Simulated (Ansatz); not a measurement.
Relaxed-ion elastic tensor of BN in space group P6_3/mmc (No. 194; B on 2d, N on 2c) in GPa (Voigt order), plane-wave PAW LDA (Ansatz code); density 2.37 g/cm³, 8.71 Å³ per atom.

```
     1    2     3    4    5    6
-  ---  ---  ----  ---  ---  ---
1  919  220   2.4  0.0  0.0  0.0
2  220  919   2.4  0.0  0.0  0.0
3  2.4  2.4  27.8  0.0  0.0  0.0
4  0.0  0.0   0.0  5.4  0.0  0.0
5  0.0  0.0   0.0  0.0  5.4  0.0
6  0.0  0.0   0.0  0.0  0.0  350
```

Q: Is the crystal mechanically stable?

A: Yes: the smallest eigenvalue of C is 5.4 GPa.

Q: Work out the Voigt and Reuss bounds. Is their mean of use?

A: K_V = 257, K_R = 26.7; G_V = 181, G_R = 11.7 GPa. The bounds lie so far apart that a Hill average or a Debye temperature from it would say little.

The cell was relaxed with LDA under the symmetry of its start; phonons on a q-mesh show no instability. A crystal of weakly bound layers computed without a dispersion correction: the cell and the soft elastic constants depend strongly on that.

Potentials: the earlier of the program's two PAW sets.
